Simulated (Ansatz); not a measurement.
ZrGe$_{2}$:
```
ZrGe2
1.0
    4.38379     0.00000     0.00000
   -2.19189     3.79647     0.00000
    0.00000     0.00000     3.48762
Zr Ge
1 2
Direct
  0.00000   0.00000   0.00000
  0.33333   0.66667   0.50000
  0.66667   0.33333   0.50000
```

Relaxed with PBE. Special points in fractions of this cell's reciprocal vectors: Γ (0.000, 0.000, 0.000); M (0.500, 0.000, 0.000); K (0.333, 0.333, 0.000); A (0.000, 0.000, 0.500); L (0.500, 0.000, 0.500); H (0.333, 0.333, 0.500).

Task: List the band energies nearest the Fermi level at these points for DFT-PBE in the program Ansatz with PAW potentials.

Result: In eV from the Fermi level; about four levels below and three above (degenerate sets whole), none deeper than 8.9 eV; points with the same levels are listed once.

```csv
k,below,above
Γ,-3.98 -3.98 -1.66 -0.12,0.85 0.85 1.43 1.43
M,-4.06 -3.41 -0.98,0.41 0.42 1.21
K,-0.29 -0.29 -0.13 -0.13,4.57 4.57 5.00 5.00
A,-1.99 -1.99 -0.34 -0.34,1.22 3.46 5.65
L,-4.55 -3.78 -3.75 -0.57,1.26 1.47 2.21
H,-4.41 -3.56 -3.56,0.49 0.61 0.61
```

Space group P6/mmm. A made-up cell: these elements were put on the sites of a structure type; neither database checked (COD, Materials Project) lists it. COD files the formula under space group No. 63. Its standing as an ambient phase is unchecked. The cell was relaxed with PBE under the symmetry of its start; whether a distortion lowers the energy is not shown. The run is not spin-polarised. Spin–orbit coupling is left out wherever it is not named.

Potentials: the earlier of the program's two PAW sets.
